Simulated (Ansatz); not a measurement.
Here is an unrelaxed guess for Al2BC3.

```
CELL_PARAMETERS angstrom
4.04920 0.00000 0.00000
0.00000 4.04920 0.00000
0.00000 0.00000 4.51830
ATOMIC_POSITIONS crystal
Al 0.00000 0.00000 0.00000
Al 0.50000 0.50000 0.00000
B 0.00000 0.00000 0.50000
C 0.50000 0.00000 0.00000
C 0.00000 0.50000 0.00000
C 0.50000 0.50000 0.50000
```

Computed with DFT PBE, scalar-relativistic, plane waves, PAW in Ansatz 0.2.0. Plane waves to 420 eV, a k mesh through Γ of 4×4×4 on the computed 6-atom cell and Gaussian smearing (0.10 eV); no spin polarisation.

The zero of energy is the elements' standard structures at the same level; no fitted shifts are applied.

Problem. How far from equilibrium is it?

Solution. The pressure is -1.5 GPa (the mean over three directions, positive in compression), the largest force is 0.00 eV/Å (symmetry fixes the atoms), and the energy is +2.14 eV/atom against the elements. The shortest distance is 2.02 Å.

Problem. How much does it gain on relaxing, and where does it end?

Solution. Relaxing gains under 0.1 eV/atom (the start's value is from the coarse mesh, so the gain is rough) in 10 ionic steps and ends at +2.09 eV/atom on the finer mesh. The symmetry stays P4/mmm (No. 123). The volume per atom shrinks by 2.7 %, from 12.3 to 12.0 Å³. The shortest distance goes from 2.02 Å (Al–C) to 2.07 Å (Al–C). Conventional cell: a = 4.148 Å, c = 4.189 Å. Al on its first site has 4 C at 2.07 Å and 2 B at 2.09 Å; around B lie 2 Al at 2.09 Å; C on a site of symmetry mmm is surrounded by 4 Al at 2.07 Å; 2 more sites not described.

The last run used a 10×10×10 mesh for its 6-atom cell and Gaussian smearing of 0.10 eV. An odd number of electrons in the primitive cell allows no gap without spin; a larger cell or a magnetic state could open one. The cell is a metal run without spin, though a test with spin on the coarse mesh kept 0.4 μB a cell, so a magnetic state probably lies lower. The reference form of C is held partly by dispersion forces, which this level lacks. The relaxation can't lower the symmetry of the start. A structure relaxed within its symmetry needn't be a true minimum. Another cell of Al2BC3 relaxed alike, in P-6m2, lies 1.76 eV/atom lower, so this cell isn't the stable form at this level.
